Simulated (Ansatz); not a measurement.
InSb:
```
CELL_PARAMETERS angstrom
      4.23368     0.00000     0.00000
     -2.11684     3.66647     0.00000
      0.00000     0.00000     7.34487
ATOMIC_POSITIONS crystal
  In 0.00000 0.00000 0.00000
  In 0.00000 0.00000 0.50000
  Sb 0.33333 0.66667 0.25000
  Sb 0.66667 0.33333 0.75000
```

Relaxed with r²SCAN. Special points in fractions of this cell's reciprocal vectors: Γ (0.000, 0.000, 0.000); M (0.500, 0.000, 0.000); K (0.333, 0.333, 0.000); A (0.000, 0.000, 0.500); L (0.500, 0.000, 0.500); H (0.333, 0.333, 0.500).

List the band energies nearest the Fermi level at these points for r²SCAN with spin–orbit coupling in the plane-wave PAW code Ansatz.

In eV from the Fermi level; about four levels below and three above (degenerate sets whole), none deeper than 8.9 eV; points with the same levels are listed once.

```csv
k,below,above
Γ,-0.33 -0.33 -0.03 -0.03,0.20 0.20 0.33 0.33
M,-3.48 -3.48 -2.02 -2.02,0.26 0.26 1.15 1.15
K,-2.51 -2.51 -2.35 -2.35,4.54 4.54 5.22 5.22
A,-4.41 -4.41 -4.41 -4.41,0.02 0.02 0.02 0.02
L,-0.50 -0.50 -0.50 -0.50,3.40 3.40 3.40 3.40
H,-0.29 -0.29 -0.16 -0.16,0.35 0.35 0.45 0.45
```

Space group P6_3/mmc (NiAs type). The start of the workflow was typed in or built on a structure type; neither database checked (COD, Materials Project) lists it. It is not the phase usual at ambient conditions (space group No. 216). The cell was relaxed with r²SCAN under the symmetry of its start; whether a distortion lowers the energy is not shown.

Potentials: the later of the program's two PAW sets.
